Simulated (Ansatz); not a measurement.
## Sn: frozen-core PAW against all-electron methods

```xyz
2
Lattice="0.0000 3.1482 3.2456 3.1482 0.0000 3.2456 3.1482 3.1482 0.0000" Properties=species:S:1:pos:R:3 pbc="T T T"
Sn    3.1482    3.1482    3.2456
Sn    4.7223    4.7223    4.8684
```

Atoms are numbered in the order listed.

The cell is COD entry 9008568, as deposited and not checked against the literature; nothing was relaxed. The listed cell was then made from it by scaling, straining or moving an atom.

Spin–orbit coupling is left out, though it moves levels of the heavy atoms by tenths of an eV or more.

Levels of theory: DFT, LDA, PAW with Ansatz's default frozen-core files, scalar-relativistic (Ansatz 0.2.0); DFT, LDA, all-electron PAW with datasets made for the crystal, scalar-relativistic (Ansatz 0.2.0); DFT, LDA, all-electron LAPW, scalar-relativistic (Ansatz 0.2.0).

For PAW: a Γ-centred 9×9×9 k mesh, Fermi–Dirac smearing of 0.03 eV, cutoff 420 eV, no spin polarisation; the PAW files were made with PBE, and the program remakes their frozen cores for this functional. The crystal-made all-electron datasets (AE datasets) take a cutoff of 240 eV at this cell. LAPW targets a basis error of 0.25 meV/atom. The Ansatz runs share mesh, smearing and spin set-up. Plane-wave (PAW) pressures include the program's estimate of the Pulay term.

Stress and pressure are positive in compression.

The change that made this cell: equal xx and yy strain of -3 %.

```json
{"quantity": "pressure (GPa)", "PAW": "2.67", "AE datasets": "2.68", "LAPW": "2.68"}
{"quantity": "stress xx (GPa)", "PAW": "3.02", "AE datasets": "3.03", "LAPW": "3.03"}
{"quantity": "stress zz (GPa)", "PAW": "1.97", "AE datasets": "1.98", "LAPW": "1.98"}
```

PAW's pressure differs from the LAPW value by about 0.01 GPa or less.
